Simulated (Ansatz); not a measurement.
HfO2:
```yaml
crystal:
  lattice:
    - [5.18134, 0.00000, 0.00000]
    - [0.00000, 4.97573, 0.00000]
    - [0.00000, 0.00000, 4.99604]
  atoms:
    - { symbol: Hf, position: [0.03292, 0.26805, 0.24318] }
    - { symbol: Hf, position: [0.96708, 0.73195, 0.74318] }
    - { symbol: Hf, position: [0.46708, 0.26805, 0.74318] }
    - { symbol: Hf, position: [0.53292, 0.73195, 0.24318] }
    - { symbol: O, position: [0.36896, 0.07309, 0.37887] }
    - { symbol: O, position: [0.63104, 0.92691, 0.87887] }
    - { symbol: O, position: [0.13104, 0.07309, 0.87887] }
    - { symbol: O, position: [0.86896, 0.92691, 0.37887] }
    - { symbol: O, position: [0.73549, 0.45853, 0.49095] }
    - { symbol: O, position: [0.26451, 0.54147, 0.99095] }
    - { symbol: O, position: [0.76451, 0.45853, 0.99095] }
    - { symbol: O, position: [0.23549, 0.54147, 0.49095] }
```

x, y and z are the axes in which the lattice vectors are written.

Q: Give the high-frequency dielectric tensor and the Born effective charge tensors of the independent atoms from DFPT, LDA (plane waves, PAW; program Ansatz).

A: 
ε∞:
```
5.08  0.00  0.00
0.00  5.32  0.00
0.00  0.00  5.06
```
Z* of atom 1 (Hf), rows: field, columns: displacement, in e:
```
 5.21  -0.01  -0.04
-0.37   5.51  -0.14
 0.04  -0.22   4.99
```
Z* of atom 5 (O), rows: field, columns: displacement, in e:
```
-2.51   0.98  -0.32
 0.77  -2.97  -0.70
-0.32  -0.64  -2.48
```
Z* of atom 9 (O), rows: field, columns: displacement, in e:
```
-2.70  -0.14   0.26
-0.07  -2.54   0.18
 0.30   0.12  -2.51
```

Space group Pca2_1. Symmetry was held in the LDA relaxation. The run is not spin-polarised. Scalar-relativistic: spin–orbit coupling is off unless named, which matters more the heavier the elements.

Potentials: the later of the program's two PAW sets.
